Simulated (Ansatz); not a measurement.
# YTe in the CsCl-type structure

Computed with Ansatz (plane waves, PAW, 420 eV cutoff): PBEsol, scalar-relativistic, no spin polarisation, Γ-centred 8×8×8 mesh, 0.05 eV Gaussian smearing; PAW files: Ansatz's generated set soft_2.

```
Y Te
1.0
     3.72643    0.00000    0.00000
     0.00000    3.72643    0.00000
     0.00000    0.00000    3.72643
Y Te
1 1
Direct
  0.00000 0.00000 0.00000
  0.50000 0.50000 0.50000
```

The start was a prototype's sites filled with these elements. The Crystallography Open Database lists the compound in space group Fm-3m (rock salt), so this is a trial structure.

Cell and atoms are those of this level's equilibrium.

| Item | Value |
| --- | --- |
| Space group | Pm-3m (No. 221) |
| Volume | 25.87 Å³/atom |
| Band gap | zero (metallic) |
| Formation energy from the elements (0 K, uncorrected) | -1.26 eV/atom |
| Pressure derivative B0′ | 4.0 |

(1) What does PBEsol give for the density of states at the Fermi level?

(2) What does PBEsol give for the bulk modulus (Birch–Murnaghan)?

Answers:

(1) 1.4 states/(eV·atom).

(2) 71 GPa.

The calculation's cell holds 27 valence electrons, an odd number. Without magnetic order each band takes two, so one stays part-filled and the crystal must be a metal. (Only strong correlation, outside this picture, could make a Mott insulator of it.) A formal count (Y³⁺, Te²⁻) leaves 1 electron a formula unit beyond the anions' closed shells. It goes into the bands above the anion p states, which fits the metal found.

Scalar-relativistic only: spin–orbit splittings of the heavy atoms' levels are missing. Spin polarisation wasn't tried.
